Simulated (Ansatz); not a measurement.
SrTiO₃ (cubic perovskite)

```yaml
crystal:
  lattice:
    - [3.89108, 0.00000, 0.00000]
    - [0.00000, 3.89108, 0.00000]
    - [0.00000, 0.00000, 3.89108]
  atoms:
    - { symbol: Sr, position: [0.00000, 0.00000, 0.00000] }
    - { symbol: Ti, position: [0.50000, 0.50000, 0.50000] }
    - { symbol: O, position: [0.00000, 0.50000, 0.50000] }
    - { symbol: O, position: [0.50000, 0.50000, 0.00000] }
    - { symbol: O, position: [0.50000, 0.00000, 0.50000] }
```

This relaxed cell (volume V₀) is scaled evenly in all directions, its shape held. Symmetry pins the atoms to their sites.

Calculation: PBEsol (plane waves to 420 eV, PAW, scalar-relativistic; Ansatz, a quantum-chemistry and plane-wave program). k mesh 9×9×9 (Γ-centred), Fermi-Dirac smearing 0.05 eV. Stress and pressure are positive under compression. SrTiO3 is run without spin polarisation. SrTiO3 was relaxed with its symmetry unable to fall. 

```
a (Å)   P (GPa)
------  -------
3.6714        ?
3.7098     36.4
3.7475        ?
3.7844     18.6
3.8206        ?
3.8562      5.3
3.8911      0.0
3.9254     -4.6
3.9591     -8.6
3.9922    -12.1
4.0248    -15.1
4.0568    -17.7
4.0884        ?
```

Task: Some entries are withheld; supply them.

Result: 
- 3.6714, P (GPa): 47.4
- 3.7475, P (GPa): 26.8
- 3.8206, P (GPa): 11.5
- 4.0884, P (GPa): -19.9

(A scan under strain: stresses follow from slopes of the energy per volume, elastic moduli from its curvatures.)
